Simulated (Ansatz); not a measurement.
Ti: energy along a strain

Ti, Fm-3m, a = 4.060 Å (as given, not relaxed at this level: -0.3 GPa). This isn't the element's structure at ambient conditions. Ansatz: PBEsol, PAW, 420 eV, Γ-centred 20×20×20 mesh on 1 atom, Gaussian smearing 0.15 eV; no spin polarisation. Cell vectors (Å): 0.000 2.030 2.030; 2.030 0.000 2.030; 2.030 2.030 0.000. The cell is strained by x per cent times the pattern (0 0 0 0 0 1) in the order xx yy zz yz xz xy (engineering shears), with fractional coordinates held. y is the free energy over the start, V0 = 16.731 Å³/atom. Symmetry makes y even in x. Points with a strain past 8.5 % were computed too (2) and aren't used here.

```
x (%) y (meV/atom)
-5.00          7.80
 0.00          0.00
 1.25          0.49
 2.50          1.96
 3.75             ?
 6.25         12.13
 7.50         17.37
```

**Question.** Fit y = c2 x² + c4 x⁴ to the other rows, get the stiffness along the pattern, and predict the missing energy.

**Answer.** Least squares on the rows shown. y = 0.31448 x² − 0.00010104 x⁴. The clamped-ion stiffness p·C·p = 2 × 3.145 eV × 160.2 / 16.731 Å³ = 60 GPa, which is C66 in these axes (C44 of the cubic crystal). At x = 3.75 the fit asked for gives 4.40 meV/atom. The run gave 4.40 meV/atom, the same to the digits shown.